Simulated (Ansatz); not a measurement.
# Guessed and relaxed cells of Li4Si

The cell of Li4Si is invented: random cell by space group and Wyckoff sites (Im-3m, No. 229). Lengths were set from tabulated atomic sizes, so they are only a guess.

start.xyz

```xyz
5
Lattice="-2.5564 2.5564 2.5564 2.5564 -2.5564 2.5564 2.5564 2.5564 -2.5564" Properties=species:S:1:pos:R:3 pbc="T T T"
Li    1.2782    1.2782    1.2782
Li    1.2782    1.2782   -1.2782
Li    1.2782   -1.2782    1.2782
Li   -1.2782    1.2782    1.2782
Si    0.0000    0.0000    0.0000
```

Theory: DFT PBE, scalar-relativistic, plane waves, PAW (Ansatz). Cutoff 420 eV, Gaussian smearing, Γ-centred meshes. Cell and atoms relax first on a coarse mesh and then on a converged one. In between, the cell is made exact in the group found at 0.06 Å. The steps can't lower the symmetry of their start. No spin polarisation.

end.xyz

```xyz
5
Lattice="-2.9633 2.9633 2.9633 2.9633 -2.9633 2.9633 2.9633 2.9633 -2.9633" Properties=species:S:1:pos:R:3 pbc="T T T"
Li    1.4816    1.4816    1.4816
Li    1.4816    1.4816   -1.4816
Li    1.4816   -1.4816    1.4816
Li   -1.4816    1.4816    1.4816
Si    0.0000    0.0000    0.0000
```

The symmetry stays Im-3m (No. 229). The volume per atom grows by 55.8 %, from 13.4 to 20.8 Å³. The shortest distance goes from 2.21 Å (Li–Si) to 2.57 Å (Li–Si). The energy falls by about 0.37 eV/atom (the start's value is from the coarse mesh).

For Li4Si, the volume per atom is 20.82 Å³ and the density is 0.89 g/cm³. The formation energy is −0.106 eV/atom and the gap on the 8×8×8 mesh of the 5-atom cell is 0.34 eV.

Formation energies are uncorrected and refer to the elements' standard structures at the same level. Whether it is stable depends on the other phases of the system, which aren't compared here.

The last run used Gaussian smearing of 0.02 eV. Kohn–Sham gaps at this level usually fall short of measured ones. Small gaps are read on the mesh alone, and bands can cross between its points. Symmetry constrained the relaxation, so the result can be a saddle point. In all, the 3 runs took 20 s on 1 thread of Intel(R) Xeon(R) Platinum 8488C (Sapphire Rapids) (shared host).
